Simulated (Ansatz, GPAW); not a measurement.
## GaSb3: 3 runs at one level of theory

```xyz
4
Lattice="0.0000 3.7306 3.7306 3.7306 0.0000 3.7306 3.7306 3.7306 0.0000" Properties=species:S:1:pos:R:3 pbc="T T T"
Sb    3.7306    3.7306    3.7306
Sb    5.5959    5.5959    5.5959
Sb    1.8653    1.8653    1.8653
Ga    0.0000    0.0000    0.0000
```

The cell comes from a database or a generator and needn't be the stable form of this composition.

Alike in all runs: task band structure; functional LDA; k mesh 6 × 6 × 6; occupations fermi-dirac, width 0.05 eV; no spin polarisation; no spin-orbit coupling. LDA stands for any of its common fits. Pressure is positive in compression and, in plane waves, holds the error of the finite cutoff, which Ansatz's Pulay term estimates and takes out.

| program and potentials | plane-wave cutoff (eV) | notes | pressure (GPa) |
| --- | --- | --- | --- |
| Ansatz, Ansatz PAW | 420 | potentials made for PBE, which Ansatz adapts in part; 14.5 valence electrons an atom on average; Pulay term of +0.04 GPa included | -4.49 |
| Ansatz, all-electron LAPW, scalar-relativistic | - | - | ? |
| GPAW, the program's PAW data sets (release 1.2.1) made for this functional | 600 | 12 valence electrons an atom on average | -4.79 |

Q: Estimate from the other rows what the run with Ansatz, all-electron LAPW, scalar-relativistic gave.

A: Pressure -4.46 GPa. The other rows, which needn't bracket it: pressure -4.79 to -4.49.
